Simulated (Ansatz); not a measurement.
A geometry of ZrS2 away from equilibrium: step 6 of the relaxation of a relaxed ZrS2 cell with one S and one Zr atom exchanged in a cell of 3 atoms. The numbers are results of r2SCAN (plane waves to 500 eV, PAW, scalar-relativistic; Ansatz, a first-principles code), not measurements. Γ-centred k-mesh 7×7×4 on the run's cell (coarser than for final values), Fermi–Dirac smearing 0.05 eV. The plane waves were selected for a different cell earlier on the path.

```xyz
3
Lattice="3.6229 0.0000 0.0000 -1.8114 3.1375 0.0000 0.0000 0.0000 5.5471" Properties=species:S:1:pos:R:3 pbc="T T T"
S      0.0000     0.0000    -0.3544
S      0.0000     2.0917     2.1937
Zr     1.8114     1.0458     3.7078
```

### Question
Give the Cartesian forces on all atoms (eV/Å).

### Answer
```csv
atom,Fx,Fy,Fz
S1,0.00,0.00,-0.61
S2,0.00,0.00,0.84
Zr3,0.00,0.00,-0.22
```

The path ends in P-3m1 (No. 164) (CdI2 type). No spin polarisation in the result. Without a van der Waals term the distances between weakly bound units are poorly fixed.

The run could not lose the symmetry of its start.
